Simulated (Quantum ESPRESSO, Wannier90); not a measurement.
Wannier functions of TiO2 (rutile)

```
begin unit_cell_cart
ang
    4.5998400000    0.0000000000    0.0000000000
    0.0000000000    4.5998400000    0.0000000000
    0.0000000000    0.0000000000    2.9592100000
end unit_cell_cart
begin atoms_frac
Ti   0.5000000000  0.5000000000  0.0000000000
Ti   0.0000000000  0.0000000000  0.5000000000
O   -0.3043200000 -0.3043200000  0.5000000000
O    0.3043200000  0.3043200000  0.5000000000
O   -0.1956800000  0.1956800000  0.0000000000
O    0.1956800000 -0.1956800000  0.0000000000
end atoms_frac
```

Cell from Materials Project (mp-2657), symmetrised, no further relaxation. COD (Crystallography Open Database) has the formula in 6 space groups, this one among them (matched by group alone). Level: PBE, no spin polarisation, no spin-orbit coupling; pw.x of Quantum ESPRESSO at 68 Ry with PseudoDojo potentials, 6×6×8 k-points, Wannier90. Density: 8×8×10 mesh, cold smearing 0.01 Ry.

Bands 9-12 form an isolated set from -18.15 to -16.25 eV relative to the valence-band maximum (on the path) and are turned into 4 Wannier functions by minimising the spread from the start: atomic waves O 2s.

Problem. Where do the functions sit, how wide are they and what are they made of?

Solution. 
| functions | spread (Å²) | nearest atom, distance (Å) | second atom, distance (Å) | weight on atomic waves |
|---|---|---|---|---|
| 4 | 0.63 | O 0.03 | Ti 1.93 | O 2s 84 %, Ti 3d 7 %, Ti 4s 6 % |

Ω_I = 2.52 Å², Ω_total = 2.52 Å²; the interpolated bands follow pw.x to 0.0 meV rms on the path. Only this start was tried; a symmetric start can stop on a saddle, and mixtures of these functions could lower the total by at most Ω_total − Ω_I.
